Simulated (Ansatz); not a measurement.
TiAl: from a starting cell to a relaxed one

The start is a generated cell, TiAl built in the AFLOW prototype AB_hR6_160_3a_3a (as in SiC). The cell and all atomic positions are relaxed at zero pressure with r2SCAN (plane waves to 500 eV, PAW, scalar-relativistic; Ansatz, a first-principles code). First-step values are on the input's coarse k-mesh.

Ansatz input (later rounds restart from its end on a renewed k-mesh):
Ansatz 0.2 input:
```yaml
crystal:
  lattice:
    - [1.7588685, 1.0154832, 8.6166653]
    - [-1.7588685, 1.0154832, 8.6166653]
    - [0, -2.0309665, 8.6166653]
  atoms:
    - { symbol: Al, position: [0, 0, 0] }
    - { symbol: Al, position: [0.22222, 0.22222, 0.22222] }
    - { symbol: Al, position: [0.77778, 0.77778, 0.77778] }
    - { symbol: Ti, position: [0.08333, 0.08333, 0.08333] }
    - { symbol: Ti, position: [0.30556, 0.30556, 0.30556] }
    - { symbol: Ti, position: [0.86111, 0.86111, 0.86111] }
basis: { ecutwfc: 500, ecutrho_ratio: 4, xc_grid: 4, fft_grid_basis: typed }
kpoints: { mp_grid: { grid: [11, 11, 11] } }
hamiltonian:
  xc: r2scan
  dispersion: none
  pseudopotentials: { azcp: { folder: ./paw }, kind: paw }
scf: { occupations: { method: fermi_dirac, width: 0.05 } }
relax: { f_tol: 0.01, max_steps: 100, cell: { stress_tol: 0.02 } }
output: { forces: true, stress: true }
```

```json
{
 "largest_initial_force": "0.67 eV/Å, on Ti5 (atoms numbered as listed)",
 "outcome": "The space group stays R3m (No. 160) (the run could not lower it), with 6 atoms in the primitive cell",
 "energy_released": "2.80 eV/atom",
 "volume_change": "+18.8 %, from 15.39 to 18.29 Å³/atom",
 "Shortest distances (start → end)": "The closest pairs of elements (up to four, under 3.6 Å), start → end: Al–Ti 2.15 → 2.59 Å; Ti–Ti 3.52 → 2.69 Å; Al–Al 3.52 → 2.76 Å",
 "band_gap_at_the_end": "zero (metallic)",
 "optimiser_moves": "23"
}
```

Relaxed structure:

Space group R3m, hexagonal axes (No. 160); a = 4.3623 Å, b = 4.3623 Å, c = 19.9736 Å, α = 90.00°, β = 90.00°, γ = 120.00°

```json
[
 {"atom": "Al", "site": "3a", "symmetry": "3m", "x": "0.0000", "y": "0.0000", "z": "0.0273"},
 {"atom": "Al", "site": "3a", "symmetry": "3m", "x": "0.0000", "y": "0.0000", "z": "0.7526"},
 {"atom": "Al", "site": "3a", "symmetry": "3m", "x": "0.0000", "y": "0.0000", "z": "0.3036"},
 {"atom": "Ti", "site": "3a", "symmetry": "3m", "x": "0.0000", "y": "0.0000", "z": "0.8924"},
 {"atom": "Ti", "site": "3a", "symmetry": "3m", "x": "0.0000", "y": "0.0000", "z": "0.6062"},
 {"atom": "Ti", "site": "3a", "symmetry": "3m", "x": "0.0000", "y": "0.0000", "z": "0.1678"}
]
```
(The calculation used a cell of 6 atoms; values per cell refer to that cell.)

Final values are on a 13×13×13 k-mesh of the relaxed cell. No spin polarisation in the result. A magnetic state may lie lower.

The run could not lose the symmetry of its start: the end is stationary, and may be a saddle point rather than a minimum.

The relaxed structure here is a generated cell of TiAl: the first start was made by placing the elements on the sites of a structure type, and the end was not matched to a known phase here, so it may be hypothetical. Known forms of TiAl include space group No. 123.
